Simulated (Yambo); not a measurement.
# How GW settings move the gap: Sr₂MgH₆

G0W0@LDA for Sr₂MgH₆ (space group P-3m1, No. 164) in Yambo. Reference settings: 3×3×4 Γ-centred k mesh, bands 5 to 155 and a 7 Ry block in the screening, 155 bands in G with the Bruneval-Gonze terminator, plasmon pole fitted at 27.2 eV. The LDA gap K → Γ on this mesh is 2.41 eV; G0W0 gaps are taken between the same points.

| change from the reference | G0W0 gap K → Γ (eV) | shift of the valence edge (eV) | rough Yambo cost |
|---|---|---|---|
| reference settings | 4.28 | -1.09 | 1 |
| 59 bands in W, 59 bands in G | 4.25 | -0.75 | about 1/3 |
| 100 bands in W, 100 bands in G | 4.27 | -0.98 | within a factor of two |
| 100 bands in G | 4.28 | -1.07 | – |
| 3 Ry block | 4.02 | -0.85 | within a factor of two |
| pole fitted at 10 eV | 4.25 | -0.95 | – |
| no random integration | 4.24 | -0.91 | – |
| 3×3×2 mesh | 4.27 | -1.08 | about 1/3 |
| 59 bands in G, no terminator | 4.22 | -0.60 | – |
| 100 bands in G, no terminator | 4.26 | -0.89 | – |
| no terminator | 4.29 | -1.02 | – |

The reference isn't shown to be the converged limit. Costs are rough (shared machines), scaled to the same edge states, and given only for runs that recompute the screening.

Geometry of the Materials Project entry, not relaxed at this level; primitive cell a = b = 5.475 Å, c = 4.188 Å, α = β = 90.00°, γ = 120.00°.

The structure is a Materials Project entry; no match was found in the copy of COD used, and its stability was not checked.

A shift is the quasiparticle energy of the state minus its LDA energy.
